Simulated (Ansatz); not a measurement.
Values for one crystal, relaxed and computed with the program Ansatz at the r²SCAN level (PAW); other levels are named.

| Quantity | Result |
|---|---|
| Volume per atom | 32.13 Å³ |
| Band gap | 2.67 eV (direct) |
| Gap with spin–orbit coupling | 2.44 eV |
| Formation energy from the elements (no fitted shifts) | -1.13 eV/atom |
| Electron effective mass with spin–orbit coupling | 0.24 mₑ (isotropic) |
| Pressure derivative B′ | 4.3 |
| Hole effective mass with spin–orbit coupling, band 2 of 2 at the edge | 0.41 along [100], 0.36 along [110], 0.35 along [111] (mₑ) |

Question: Which compound is it?
(A) CdTe, wurtzite
(B) TePb, rock salt
(C) Na2Te, anti-fluorite
(D) Rb2TeBr6, I4/m (Rb on 4d, Te on 2a, Br on 8h, Br on 4e)

Answer: C, Na2Te, anti-fluorite

Space group Fm-3m (anti-fluorite). The first step of the workflow began from a Materials Project structure, measured or hypothetical; the Crystallography Open Database files this formula in space group No. 225, but the cells were not matched. Whether it is the stable phase at ambient conditions was not checked. The cell was relaxed with r²SCAN under the symmetry of its start; whether a distortion lowers the energy is not shown. The references are the lowest solids computed at this level, not always the standard phases. Spin–orbit coupling is left out wherever it is not named.

Potentials: the later of the program's two PAW sets.
